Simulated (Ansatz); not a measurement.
The cell comes from COD entry 9010991, which wasn't checked; take it as a given geometry. The listed cell was then made from it by scaling, straining or moving an atom.

Gd: DFT, PBE, PAW with Ansatz's default frozen-core files, scalar-relativistic (Ansatz 0.2.0).

The relaxation starts from this cell:

```
CELL_PARAMETERS angstrom
3.73048 0.00000 0.00000
-1.86524 3.23069 0.00000
0.00000 0.00000 5.93286
ATOMIC_POSITIONS crystal
Gd 0.33333 0.66667 0.25000
Gd 0.66667 0.33333 0.75000
```

Output:

```
Gd: output.efg is read without spin–orbit coupling, which moves field gradients at and beside such atoms by some per cent and up to a factor of two; PAW files take it under magnetization.noncollinear and magnetization.spin_orbit
Engine: ansatz 0.2.0
Pseudopotentials: kind: paw
Pseudopotential: Gd, paw, valence charge 18, recommended cutoff 420 eV (normal)
Functional definition: PBE
  parameter kappa = 0.804
  parameter beta = 0.06672455060314922
  exchange = pbe_x(kappa = kappa, mu = beta*pi^2/3)
  correlation = pbe_c(beta = beta)
Crystal: 2 atoms, lattice volume = 71.503 Å³
Basis set: ecut = 420 eV, 1387 PW (Γ), exchange–correlation on 50×50×80 points (8 copies of the dense FFT grid, shifted against one another)
Bands: 30, of which v1, the nominal top of the filled ones, is band 18 counted from 1 (17 counted from 0)
Symmetry: 24 space group operations
Space group: P63/mmc (ITA 194), of the structure as read, at distance tolerance 4.2e-5 Å
Magnetic group: BNS 194.263 (UNI 1493), of the structure as read, at distance tolerance 4.2e-5 Å
k-points: 56 of 600
Non-local potential: Gd, projectors of the file, l = 0: 3, l = 1: 2, l = 2: 2, l = 3: 3
PAW form: soft (Blöchl's): semilocal exchange-correlation on the pseudo side does not see the compensation charge
PAW one-centre angular grid: Gd, 590 points (default); XC on 64 Gauss nodes
Initial density: superposition of atomic densities (chi_scale 0.1, normalization cell)
Starting moments: Σ|m| = 14 μB on 2 of 2 sites
Initial wavefunctions: pseudopotential atomic-orbital guess
Functional: x = pbe(κ = 0.804, μ = 0.2195149727645171), c = pbe(β = 0.06672455060314922)
iter 1 solved again at ethr=8.27e-4 eV; its pass at ethr=3.10e-3 eV (dr2=2.98e-1 eV) is discarded
SCF iter   1: F=—  HF=-18663.983020 eV  |F-HF|=—  |Δ(HF+E_count)|=         —  Δρ=2.59e-2 (↑9.56e-3 ↓2.59e-2)  dr2=2.96e-1  dr2_m=1.87e-1  M=14.401 μB ∫|m|=14.401 μB  β_m=0.30  ethr=8.27e-4  ⟨swp⟩=1.0  Hψ=15552  notcnv=0
Mixer restart at iter 1: flushing history
preconditioner: auto → Kerker (q_TF=auto, 2.433 Å⁻¹)  [metal: Δε(μ)=0.008 eV  Ē_g=11.090 eV  σ=0.050 eV  W_gap=0.04  n_scr=22 (ndim 8)  ℏωp=24.8 eV  f_vac=0.000  D(μ)=9.00/eV (n_scr^D=134)]
spin=Collinear: Kerker preconditioning applied to the charge; magnetization (m = ρ↑ − ρ↓) channel mixes plain (no charge-response kernel on spin).
SCF iter   2: F=—  HF=-18664.089316 eV  |F-HF|=—  |Δ(HF+E_count)|=   1.06e-1  Δρ=2.22e-2 (↑7.97e-3 ↓2.22e-2)  dr2=2.42e-1  dr2_m=1.34e-1  M=14.518 μB ∫|m|=14.518 μB  β_m=0.39  ethr=8.22e-4  ⟨swp⟩=1.5  Hψ=3618  notcnv=0
SCF iter   3: F=—  HF=-18664.352196 eV  |F-HF|=—  |Δ(HF+E_count)|=   2.63e-1  Δρ=9.82e-3 (↑4.09e-3 ↓9.82e-3)  dr2=5.94e-2  dr2_m=2.63e-2  M=14.975 μB ∫|m|=14.975 μB  β_m=0.75  ethr=6.74e-4  ⟨swp⟩=3.2  Hψ=7945  notcnv=0  defer=2
SCF iter   4: F=—  HF=-18664.428148 eV  |F-HF|=—  |Δ(HF+E_count)|=   7.60e-2  Δρ=9.96e-4 (↑9.21e-4 ↓9.96e-4)  dr2=2.58e-3  dr2_m=2.21e-4  M=15.352 μB ∫|m|=15.352 μB  β_m=0.70  ethr=1.65e-4  ⟨swp⟩=3.0  Hψ=7899  notcnv=0  defer=2
SCF iter   5: F=—  HF=-18664.428020 eV  |F-HF|=—  |Δ(HF+E_count)|=   1.28e-4  Δρ=8.86e-4 (↑8.86e-4 ↓5.96e-4)  dr2=8.13e-4  dr2_m=5.88e-5  M=15.340 μB ∫|m|=15.340 μB  β_m=0.59  ethr=7.15e-6  ⟨swp⟩=2.1  Hψ=6675  notcnv=0  defer=1
SCF iter   6: F=—  HF=-18664.427561 eV  |F-HF|=—  |Δ(HF+E_count)|=   4.59e-4  Δρ=4.02e-4 (↑4.02e-4 ↓3.10e-4)  dr2=2.13e-4  dr2_m=1.08e-5  M=15.347 μB ∫|m|=15.347 μB  β_m=0.79  ethr=2.26e-6  ⟨swp⟩=2.0  Hψ=4584  notcnv=0  defer=1
SCF iter   7: F=—  HF=-18664.427495 eV  |F-HF|=—  |Δ(HF+E_count)|=   6.61e-5  Δρ=7.88e-5 (↑7.32e-5 ↓7.88e-5)  dr2=1.32e-5  dr2_m=9.83e-7  M=15.351 μB ∫|m|=15.351 μB  β_m=0.90  ethr=5.90e-7  ⟨swp⟩=2.0  Hψ=5271  notcnv=0  defer=1
SCF iter   8: F=—  HF=-18664.427494 eV  |F-HF|=—  |Δ(HF+E_count)|=   9.38e-7  Δρ=2.90e-5 (↑7.95e-6 ↓2.90e-5)  dr2=1.01e-6  dr2_m=9.76e-8  M=15.353 μB ∫|m|=15.353 μB  β_m=0.95  ethr=3.68e-8  ⟨swp⟩=2.1  Hψ=4851  notcnv=0  defer=1
SCF iter   9: F=—  HF=-18664.427495 eV  |F-HF|=—  |Δ(HF+E_count)|=   1.30e-6  Δρ=5.09e-6 (↑3.29e-6 ↓5.09e-6)  dr2=2.37e-8  dr2_m=6.75e-9  M=15.353 μB ∫|m|=15.353 μB  β_m=0.97  ethr=2.79e-9  ⟨swp⟩=2.0  Hψ=5841  notcnv=0  defer=1
SCF iter  10: F=-18664.427495 eV  HF=-18664.427495 eV  |F-HF|=8.34e-8  |Δ(HF+E_count)|=   8.66e-8  Δρ=1.13e-5 (↑1.22e-6 ↓1.13e-5)  dr2=9.26e-8  dr2_m=1.92e-8  M=15.353 μB ∫|m|=15.353 μB  ethr=6.59e-11  ⟨swp⟩=2.6  Hψ=11858  notcnv=0
SCF 1 converged in 10 iterations: F = -18664.427495 eV  dr2 = 9.26e-8
  greatest PAW one-centre occupation: 0.999 electrons in one spin orbital (limit 2), on the Gd atom at site 1 (counted from 0), in its partial waves of l = 0
relax step   1: F+E_penalty+E_count = -18664.42749519 eV  Δ(F+E_penalty+E_count) = +0.000e0 eV  max|allowed force component| = 1.243e-17 eV/Å  Δτ_max = 0.0000 Å  P = -1.864 GPa  Ω = 71.503 Å³  (10 SCF iters, dr2 threshold 1.00e-7 eV, accepted)
Crystal: 2 atoms, lattice volume = 68.070 Å³
Basis set: ecut = 420 eV, 1327 PW (Γ), exchange–correlation on 50×50×80 points (8 copies of the dense FFT grid, shifted against one another)
Initial density: handed on by an earlier stage of this run
Starting moments: Σ|m| = 14 μB on 2 of 2 sites; this step starts from the density that it was given
Initial wavefunctions: those handed on with the density
iter 1 solved again at ethr=3.37e-5 eV; its pass at ethr=3.10e-3 eV (dr2=1.21e-2 eV) is discarded
SCF iter   1: F=—  HF=-18664.433329 eV  |F-HF|=—  |Δ(HF+E_count)|=         —  Δρ=1.12e-2 (↑7.02e-3 ↓1.12e-2)  dr2=1.15e-2  dr2_m=5.13e-2  M=15.385 μB ∫|m|=15.385 μB  β_m=0.30  ethr=3.37e-5  ⟨swp⟩=1.2  Hψ=17726  notcnv=0
preconditioner: auto → Kerker (q_TF=auto, 2.453 Å⁻¹)  [metal: Δε(μ)=0.017 eV  Ē_g=11.458 eV  σ=0.050 eV  W_gap=0.08  n_scr=22 (ndim 8)  ℏωp=25.5 eV  f_vac=0.000  D(μ)=3.01/eV (n_scr^D=22)]
spin=Collinear: Kerker preconditioning applied to the charge; magnetization (m = ρ↑ − ρ↓) channel mixes plain (no charge-response kernel on spin).
SCF iter   2: F=—  HF=-18664.441821 eV  |F-HF|=—  |Δ(HF+E_count)|=   8.49e-3  Δρ=7.87e-3 (↑5.64e-3 ↓7.87e-3)  dr2=3.56e-3  dr2_m=2.83e-2  M=15.376 μB ∫|m|=15.376 μB  β_m=0.63  ethr=3.18e-5  ⟨swp⟩=2.0  Hψ=5048  notcnv=0
SCF iter   3: F=—  HF=-18664.453638 eV  |F-HF|=—  |Δ(HF+E_count)|=   1.18e-2  Δρ=1.70e-3 (↑4.32e-4 ↓1.70e-3)  dr2=1.70e-3  dr2_m=5.61e-4  M=15.357 μB ∫|m|=15.357 μB  β_m=0.57  ethr=9.88e-6  ⟨swp⟩=2.0  Hψ=6458  notcnv=0
SCF iter   4: F=—  HF=-18664.453247 eV  |F-HF|=—  |Δ(HF+E_count)|=   3.91e-4  Δρ=1.87e-4 (↑1.87e-4 ↓1.44e-4)  dr2=3.67e-5  dr2_m=1.03e-5  M=15.349 μB ∫|m|=15.349 μB  β_m=0.78  ethr=4.72e-6  ⟨swp⟩=2.4  Hψ=6292  notcnv=0
SCF iter   5: F=—  HF=-18664.453285 eV  |F-HF|=—  |Δ(HF+E_count)|=   3.82e-5  Δρ=6.16e-5 (↑5.08e-5 ↓6.16e-5)  dr2=3.14e-6  dr2_m=8.53e-7  M=15.342 μB ∫|m|=15.342 μB  β_m=0.89  ethr=1.02e-7  ⟨swp⟩=2.0  Hψ=5837  notcnv=0
SCF iter   6: F=—  HF=-18664.453292 eV  |F-HF|=—  |Δ(HF+E_count)|=   6.72e-6  Δρ=3.79e-5 (↑2.14e-5 ↓3.79e-5)  dr2=6.33e-7  dr2_m=3.56e-7  M=15.340 μB ∫|m|=15.340 μB  β_m=0.95  ethr=8.71e-9  ⟨swp⟩=2.5  Hψ=5338  notcnv=0
SCF iter   7: F=—  HF=-18664.453296 eV  |F-HF|=—  |Δ(HF+E_count)|=   3.41e-6  Δρ=1.09e-5 (↑5.29e-6 ↓1.09e-5)  dr2=8.33e-8  dr2_m=3.30e-8  M=15.337 μB ∫|m|=15.337 μB  β_m=0.97  ethr=1.76e-9  ⟨swp⟩=2.2  Hψ=5833  notcnv=0
SCF iter   8: F=-18664.453296 eV  HF=-18664.453296 eV  |F-HF|=3.54e-8  |Δ(HF+E_count)|=   2.76e-7  Δρ=7.42e-6 (↑2.18e-6 ↓7.42e-6)  dr2=4.82e-8  dr2_m=7.63e-9  M=15.337 μB ∫|m|=15.337 μB  ethr=2.31e-10  ⟨swp⟩=2.9  Hψ=12426  notcnv=0
SCF 2 converged in 8 iterations: F = -18664.453296 eV  dr2 = 4.82e-8
relax step   2: F+E_penalty+E_count = -18664.45329581 eV  Δ(F+E_penalty+E_count) = -2.580e-2 eV  max|allowed force component| = 2.313e-18 eV/Å  Δτ_max = 0.0000 Å  P = -0.398 GPa  Ω = 68.070 Å³  energy of the carried Pulay correction = +6.839e-4 eV  (8 SCF iters, dr2 threshold 2.00e-7 eV, accepted)
Crystal: 2 atoms, lattice volume = 67.193 Å³
Basis set: ecut = 420 eV, 1315 PW (Γ), exchange–correlation on 50×50×80 points (8 copies of the dense FFT grid, shifted against one another)
iter 1 solved again at ethr=2.25e-6 eV; its pass at ethr=3.10e-3 eV (dr2=8.11e-4 eV) is discarded
SCF iter   1: F=—  HF=-18664.453114 eV  |F-HF|=—  |Δ(HF+E_count)|=         —  Δρ=3.03e-3 (↑1.87e-3 ↓3.03e-3)  dr2=8.88e-4  dr2_m=3.66e-3  M=15.347 μB ∫|m|=15.347 μB  β_m=0.65  ethr=2.25e-6  ⟨swp⟩=1.8  Hψ=17860  notcnv=0
preconditioner: auto → Kerker (q_TF=auto, 2.459 Å⁻¹)  [metal: Δε(μ)=0.028 eV  Ē_g=11.477 eV  σ=0.050 eV  W_gap=0.14  n_scr=22 (ndim 8)  ℏωp=25.6 eV  f_vac=0.000  D(μ)=3.05/eV (n_scr^D=22)]
spin=Collinear: Kerker preconditioning applied to the charge; magnetization (m = ρ↑ − ρ↓) channel mixes plain (no charge-response kernel on spin).
SCF iter   2: F=—  HF=-18664.454313 eV  |F-HF|=—  |Δ(HF+E_count)|=   1.20e-3  Δρ=1.09e-3 (↑1.09e-3 ↓1.09e-3)  dr2=9.04e-6  dr2_m=7.31e-4  M=15.341 μB ∫|m|=15.341 μB  β_m=0.63  ethr=2.25e-6  ⟨swp⟩=2.1  Hψ=5760  notcnv=0
SCF iter   3: F=—  HF=-18664.454501 eV  |F-HF|=—  |Δ(HF+E_count)|=   1.88e-4  Δρ=4.90e-4 (↑1.78e-4 ↓4.90e-4)  dr2=9.44e-5  dr2_m=6.28e-5  M=15.339 μB ∫|m|=15.339 μB  β_m=0.61  ethr=2.51e-8  ⟨swp⟩=3.0  Hψ=7465  notcnv=0
SCF iter   4: F=—  HF=-18664.454498 eV  |F-HF|=—  |Δ(HF+E_count)|=   2.85e-6  Δρ=5.39e-5 (↑5.39e-5 ↓4.63e-5)  dr2=2.06e-6  dr2_m=8.65e-7  M=15.336 μB ∫|m|=15.336 μB  β_m=0.80  ethr=2.51e-8  ⟨swp⟩=2.6  Hψ=6507  notcnv=0
SCF iter   5: F=—  HF=-18664.454503 eV  |F-HF|=—  |Δ(HF+E_count)|=   5.00e-6  Δρ=2.51e-5 (↑1.70e-5 ↓2.51e-5)  dr2=3.02e-7  dr2_m=1.50e-7  M=15.334 μB ∫|m|=15.334 μB  β_m=0.90  ethr=5.72e-9  ⟨swp⟩=2.0  Hψ=5720  notcnv=0
SCF iter   6: F=—  HF=-18664.454505 eV  |F-HF|=—  |Δ(HF+E_count)|=   1.64e-6  Δρ=1.28e-5 (↑4.49e-6 ↓1.28e-5)  dr2=1.00e-7  dr2_m=3.32e-8  M=15.332 μB ∫|m|=15.332 μB  β_m=0.95  ethr=8.38e-10  ⟨swp⟩=2.1  Hψ=5527  notcnv=0
SCF iter   7: F=-18664.454505 eV  HF=-18664.454505 eV  |F-HF|=1.10e-7  |Δ(HF+E_count)|=   2.61e-7  Δρ=1.43e-5 (↑3.13e-6 ↓1.43e-5)  dr2=1.22e-7  dr2_m=3.59e-8  M=15.332 μB ∫|m|=15.332 μB  ethr=2.79e-10  ⟨swp⟩=2.6  Hψ=11660  notcnv=0
SCF 3 converged in 7 iterations: F = -18664.454505 eV  dr2 = 1.22e-7
relax step   3: F+E_penalty+E_count = -18664.45450507 eV  Δ(F+E_penalty+E_count) = -1.209e-3 eV  max|allowed force component| = 1.503e-17 eV/Å  Δτ_max = 0.0000 Å  P = +0.034 GPa  Ω = 67.193 Å³  energy of the carried Pulay correction = +8.643e-4 eV  (7 SCF iters, dr2 threshold 2.00e-7 eV, accepted)
Initial wavefunctions: pseudopotential atomic-orbital guess (no wavefunctions were taken with the density)
iter 1 solved again at ethr=3.24e-8 eV; its pass at ethr=3.10e-3 eV (dr2=1.17e-5 eV) is discarded
SCF iter   1: F=—  HF=-18664.453772 eV  |F-HF|=—  |Δ(HF+E_count)|=         —  Δρ=6.30e-5 (↑2.24e-5 ↓6.30e-5)  dr2=1.36e-7  dr2_m=1.10e-6  M=15.332 μB ∫|m|=15.332 μB  β_m=0.65  ethr=3.24e-8  ⟨swp⟩=4.0  Hψ=23208  notcnv=0
preconditioner: auto → Kerker (q_TF=auto, 2.459 Å⁻¹)  [metal: Δε(μ)=0.020 eV  Ē_g=11.485 eV  σ=0.050 eV  W_gap=0.10  n_scr=22 (ndim 8)  ℏωp=25.6 eV  f_vac=0.000  D(μ)=3.11/eV (n_scr^D=22)]
spin=Collinear: Kerker preconditioning applied to the charge; magnetization (m = ρ↑ − ρ↓) channel mixes plain (no charge-response kernel on spin).
SCF iter   2: F=—  HF=-18664.453774 eV  |F-HF|=—  |Δ(HF+E_count)|=   1.52e-6  Δρ=2.48e-5 (↑9.00e-6 ↓2.48e-5)  dr2=2.25e-8  dr2_m=1.71e-7  M=15.332 μB ∫|m|=15.332 μB  β_m=0.65  ethr=3.79e-10  ⟨swp⟩=2.1  Hψ=5587  notcnv=0
SCF iter   3: F=—  HF=-18664.453774 eV  |F-HF|=—  |Δ(HF+E_count)|=   3.01e-7  Δρ=2.63e-6 (↑1.20e-6 ↓2.63e-6)  dr2=7.75e-9  dr2_m=8.69e-10  M=15.332 μB ∫|m|=15.332 μB  β_m=0.63  ethr=6.24e-11  ⟨swp⟩=2.0  Hψ=5576  notcnv=0
SCF iter   4: F=—  HF=-18664.453774 eV  |F-HF|=—  |Δ(HF+E_count)|=   4.10e-9  Δρ=1.50e-6 (↑6.22e-7 ↓1.50e-6)  dr2=1.38e-9  dr2_m=5.86e-10  M=15.332 μB ∫|m|=15.332 μB  β_m=0.81  ethr=2.15e-11  ⟨swp⟩=2.4  Hψ=5589  notcnv=0
SCF iter   5: F=—  HF=-18664.453774 eV  |F-HF|=—  |Δ(HF+E_count)|=   3.89e-9  Δρ=4.39e-7 (↑3.13e-7 ↓4.39e-7)  dr2=1.09e-10  dr2_m=7.39e-11  M=15.332 μB ∫|m|=15.332 μB  β_m=0.91  ethr=3.84e-12  ⟨swp⟩=2.2  Hψ=5786  notcnv=0
SCF iter   6: F=—  HF=-18664.453774 eV  |F-HF|=—  |Δ(HF+E_count)|=  1.02e-10  Δρ=1.06e-7 (↑9.74e-8 ↓1.06e-7)  dr2=1.29e-11  dr2_m=1.33e-12  M=15.332 μB ∫|m|=15.332 μB  β_m=0.95  ethr=1.00e-12  ⟨swp⟩=2.0  Hψ=5384  notcnv=0
SCF iter   7: F=-18664.453774 eV  HF=-18664.453774 eV  |F-HF|=0.00e0  |Δ(HF+E_count)|=  2.91e-11  Δρ=3.46e-8 (↑2.04e-8 ↓3.46e-8)  dr2=1.65e-12  dr2_m=1.00e-13  M=15.332 μB ∫|m|=15.332 μB  ethr=1.00e-12  ⟨swp⟩=5.1  Hψ=14735  notcnv=0
SCF 4 converged in 7 iterations: F = -18664.453774 eV  dr2 = 1.65e-12
relax step   4: F+E_penalty+E_count = -18664.45377421 eV  Δ(F+E_penalty+E_count) = +7.309e-4 eV  max|allowed force component| = 1.648e-17 eV/Å  Δτ_max = 0.0000 Å  P = +0.025 GPa  Ω = 67.193 Å³  stress off target by 2.61e-2 GPa  SCF on the basis re-selected at this cell (its energy is not comparable with the rows above)  (7 SCF iters)
basis re-selected at this cell: Δ(F+E_penalty+E_count) = +7.309e-4 eV, ΔP = -0.010 GPa vs the last step (what re-selecting the basis moved, of the pressure what is left beyond the Pulay correction that the steps carried, after the strain that the cell walked since its last selection, with what the two solves' SCF thresholds leave and, on support functions, any second-order correction that the steps lacked; it is no measure of the basis error at this ecutwfc). This SCF's stress stands 2.61e-2 GPa from its target on what of the cell is left free (relax.cell.stress_tol is 5.00e-2 GPa) and its largest allowed force component is 1.65e-17 eV/Å (relax.f_tol is 5.00e-3 eV/Å): within both
SCF converged after 7 iterations
Magnetization: 15.3318 μB (25.6659 up, 10.3341 down)
Absolute magnetization: 15.3318 μB (∫|ρ↑−ρ↓|, with the PAW one-centre terms)
Spin contamination: 0.0184 ħ² per cell (⟨S²⟩ above its minimum at these occupations)
Per-site moments (μB) at R_I (Å): [(7.372978260698639, 1.483771695827596), (7.3729782606986385, 1.483771695827596)]
Free energy (F): -18664.453774 eV
Harris-Foulkes:  -18664.453774 eV  (|F-HF|=0.00e0)
Internal energy: -18664.426223 eV  (E = F + TS)
E sigma→0 (E₀):  -18664.439999 eV
Entropy (-TS):   -0.027551 eV (-13.775 meV/atom)
Fermi energy:    12.019348 eV
--- Per-component energies (eV) ---
  E_band       = -72.906665
  E_kinetic    = 804.078116
  E_local      = -4271.417974  (includes V_loc(G=0)·N_el)
  E_nonlocal   = 579.291433
  E_hartree    = 1763.811663
  E_xc         = -465.444258
  E_vxc        = -504.424613  (∫ρ·V_xc dr)
  E_paw        = -12899.084261  (= ΣΔE_a)
  E_vpaw       = -208.056979  (= ΣTr[D̂ρ^β])
  E_aug_tail   = 0.000000  (compensation charges beyond the density's cutoff)
  E_ewald      = -4175.660942
  E_smearing   = -0.027551  (= −TS)
  E_closure    = -0.000000  (closes the sum)
  Σ components = -18664.453774   (vs F -18664.453774, Δ=0.00e0)
--- Forces (eV/Å), atoms counted from 1 ---
  atom   1  Gd     0.00000000     0.00000000     0.00000000
  atom   2  Gd    -0.00000000    -0.00000000     0.00000000
  max |Σ_I F_I| component: 5.78e-19 eV/Å
--- Stress (GPa, compression-positive) ---
        0.023991       0.000000       0.000000
        0.000000       0.023991       0.000000
        0.000000       0.000000       0.026128
  P = ⅓ Tr σ = 0.0247 GPa (0.247 kbar)
--- PAW observables at the nuclei: V_zz in 10²¹ V/m², potentials from the cell's mean, atoms counted from 1 ---
  atom   1  Gd V_zz =    +3.755024   η = 0.0000   by run symmetry: allowed
            electrostatic potential = -11776.110434 V   contact ρ = 3982723.719435 e/Å³   contact ρ_s (e/Å³): all electrons +6.436693, valence +78.109340
  atom   2  Gd V_zz =    +3.755024   η = 0.0000   by run symmetry: allowed
            electrostatic potential = -11776.110434 V   contact ρ = 3982723.719435 e/Å³   contact ρ_s (e/Å³): all electrons +6.436693, valence +78.109340
--- Relaxed structure (3 steps of the walk, 3 accepted, 1 SCFs on fresh bases) ---
  F+E_penalty+E_count = -18664.45377421 eV   max|allowed force component| = 1.648e-17 eV/Å   (the final SCF, on the basis selected at the relaxed cell)
  cell:  # Å, volume = 67.1926 Å³
    - [3.647289785593416, -2.8223796885581116e-11, 9.232002439463688e-34]
    - [-1.8236448927722655, 3.1586456093015083, -1.9606904920156458e-33]
    - [1.2847044868682496e-33, -2.5694089737364992e-33, 5.8324363516569075]
  atoms:
    - { symbol: Gd, position: [0.33333333333333326, 0.6666666666666664, 0.25] }
    - { symbol: Gd, position: [0.6666666666666665, 0.33333333333333326, 0.7499999999999999] }
```

Where the f shell is localised, expect the real compound to differ from this run without U.
